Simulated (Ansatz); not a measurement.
The elements of this relaxed trial crystal are hidden behind letters.

```
lattice vectors (Å)
  -2.8421    2.8421    5.7028
   2.8421   -2.8421    5.7028
   2.8421    2.8421   -5.7028
fractional positions
X 0.0000 0.0000 0.0000
Z 0.7500 0.2500 0.5000
Z 0.2500 0.7500 0.5000
Z 0.5000 0.5000 0.0000
Q 0.5000 0.0000 0.5000
Q 0.0000 0.5000 0.5000
Q 0.2434 0.2434 0.0000
Q 0.7566 0.7566 0.0000
```

All numbers below come from DFT PBE, scalar-relativistic, plane waves, PAW (Ansatz). Plane waves to 420 eV, a 10×10×10 mesh through Γ for the 8-atom cell and 0.10 eV Gaussian smearing; no spin polarisation.

- Space group: I4/mmm (No. 139)
- Conventional cell: a = 5.684 Å, c = 11.406 Å
- Volume per atom: 23.03 Å³
- Density: 6.11 g/cm³
- Formation energy: −0.66 eV/atom
- Gap on the 10×10×10 mesh of the 8-atom cell: 0 eV (a metal)

Energies are uncorrected and count from the elements' standard states at the same level.

**Question.** X is an s-block element of period 3, Z is a d-block element of period 5 and Q is a p-block element of period 4. Which elements are they?

**Answer.** X = Mg, Z = Cd, Q = Se, so the formula is MgCd3Se4. Density times volume gives a mean mass of 6.11 × 23.03/1.6605 = 84.7 u per atom, and this set has 84.7 u. Mg is surrounded by 6 Se at 2.78–2.84 Å; Cd on a site of symmetry -4m2 is surrounded by 6 Se at 2.84–2.85 Å; around Se on a site of symmetry mmm lie 2 Mg at 2.84 Å and 4 Cd at 2.84–2.85 Å; 2 more sites not described. Other sets within the hints have nearly the same mass, so mass alone doesn't settle it; this one was computed.

The zero gap may come from the functional, which often closes small gaps. Symmetry constrained the relaxation, so the result can be a saddle point. Another cell of MgCd3Se4 relaxed alike, in P-4m2, lies 124 meV/atom lower, so this cell isn't the stable form at this level.
